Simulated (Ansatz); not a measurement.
**AlIn3As4: rattling a relaxed structure**

It was reached by relaxing an invented guess, and it needn't be the stable form of this composition.

Theory: Ansatz, DFT PBE, scalar-relativistic, plane waves, PAW. Settings: cutoff 420 eV, Γ-centred mesh 10×10×10 on the computed 8-atom cell, Gaussian smearing of 0.10 eV; no spin polarisation.

The cell below (8 atoms, space group I-42m (No. 121)) is relaxed within its symmetry.

```xyz
8
Lattice="-3.0322 3.0322 6.0594 3.0322 -3.0322 6.0594 3.0322 3.0322 -6.0594" Properties=species:S:1:pos:R:3 pbc="T T T"
Al    0.0000    0.0000    0.0000
In    3.0322    0.0000    3.0297
In    0.0000    0.0000    6.0594
In    0.0000    3.0322    3.0297
As    1.4356    1.4356   -1.4490
As    1.5966   -1.5966    7.5084
As    1.5966    1.5966    4.6103
As   -1.5966    1.5966    7.5084
```

For the test it was strained at random (σ = 1.5 % a component), the atoms were moved at random (σ = 0.10 Å), and all was relaxed again on a coarse 4×4×4 mesh (in the run’s order of axes) with 0.20 eV smearing, with no symmetry imposed.

Problem. What happens?

Solution. It returns, within 1 meV/atom of the unmoved cell on that mesh and with the same symmetry when read at 0.1 Å (P1 at 0.01 Å, so small strains and shifts remain). So it is stable against the distortions that fit this cell and that this random move excites. Modes that don't fit the cell aren't tested.
